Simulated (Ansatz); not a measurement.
**Computed properties of Na**

Na:
```
Na
1.0
    3.77184     0.00000     0.00000
   -1.88592     3.26651     0.00000
    0.00000     0.00000    12.24487
Na
4
Cartesian
  0.00000   0.00000   0.00000
  0.00000   0.00000   6.12244
  0.00000   2.17767   3.06122
  1.88592   1.08884   9.18366
```

Space group P6_3/mmc (No. 194), dhcp (α-La type); conventional cell a = b = 3.772 Å, c = 12.245 Å, α = β = 90.00°, γ = 120.00°.

Method: r²SCAN in the plane-wave PAW code Ansatz. The cell and atoms are relaxed at this level. Other levels are named where they apply.

**Cell and energy**

```json
{
  "volume_per_atom": "37.72 Å³",
  "density": "1.01 g/cm³"
}
```

**Electronic structure**

```json
{
 "electronic_character": "metallic (no gap)",
 "Density of states at the Fermi level": "0.47 states/eV per atom (mean over ±0.08 eV)"
}
```

The first step of the workflow began from a Materials Project structure, measured or hypothetical; the Crystallography Open Database files this formula in space group No. 194, but the cells were not matched. It is not the phase usual at ambient conditions (space group No. 229). The cell was relaxed with r²SCAN under the symmetry of its start; its stability against distortions is not shown here. Axis ratios of metals converge slowly with the k-mesh, so a and c are less sure than the volume.

Potentials: the later of the program's two PAW sets.
